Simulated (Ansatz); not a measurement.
# Computed scan of one atom of the cell: Pd (fcc, Cu type)

Relaxed Pd (fcc, Cu type):

```
CELL_PARAMETERS angstrom
      3.87574     0.00000     0.00000
      0.00000     3.87574     0.00000
      0.00000     0.00000     3.87574
ATOMIC_POSITIONS crystal
  Pd 0.00000 0.00000 0.00000
  Pd 0.50000 0.50000 0.00000
  Pd 0.50000 0.00000 0.50000
  Pd 0.00000 0.50000 0.50000
```

In each cell atom 1 (Pd, nearest neighbour Pd at 2.741 Å; its periodic images, 3.9 Å or more away, move with it) moves by s·(0.000, 0.000, 1.000) (along Cartesian z), the rest being held.

These are PBEsol (plane waves to 420 eV, PAW, scalar-relativistic; Ansatz, a quantum-chemistry and plane-wave program) values and carry that method's errors. k mesh 10×10×10 (Γ-centred), Fermi-Dirac smearing 0.05 eV. The energy includes the smearing's −TS. Stress and pressure are positive under compression. With partly filled bands, energies and forces of such displacements shift with the k mesh and the smearing. F∥ is the force on the atom along that direction. On this mesh the relaxed cell isn't quite at rest: it carries a pressure of -0.1 GPa (compression positive) at the zero of the scan. Pd is run without spin polarisation. Pd was relaxed with its symmetry unable to fall. ΔE is measured from the undisplaced structure.

```csv
s (Å),ΔE (meV/cell),P (GPa),F∥ (eV/Å)
-0.550,1658,17.3,6.364
-0.440,1036,11.0,4.944
-0.330,569,6.1,3.563
-0.220,248,2.6,2.287
-0.110,62,0.6,1.120
0.000,0,-0.1,0.000
0.110,62,0.6,-1.120
0.220,248,2.6,-2.287
0.330,569,6.1,-3.563
0.440,1036,11.0,-4.944
0.550,1658,17.3,-6.364
```

Key numbers:

```
Item                                                                                                                                                   Result
--------------------------------------------------------  ---------------------------------------------------------------------------------------------------
Energy at s = 0.550 Å                                                                                                                           1658 meV/cell
Force along the line at s = -0.550 Å                                                                                                                6.36 eV/Å
Symmetry of the curve                                                                                                           even: the same for both signs
Shape of the curve                                                                             a single well with its minimum at or next to zero displacement
Force constant k = d²E/ds² at s = 0 (finite differences)                                                                                           10.1 eV/Å²
Harmonic estimate at the end of the scan                  ½ks² = 1529 meV/cell against the computed 1658 meV/cell, so the well is stiffer than harmonic there
```

The 11 points together took about 4 core-minutes (a rough figure).

(A displaced cell: forces are minus the slopes of the energy, force constants its curvatures, and phonons follow from these.)
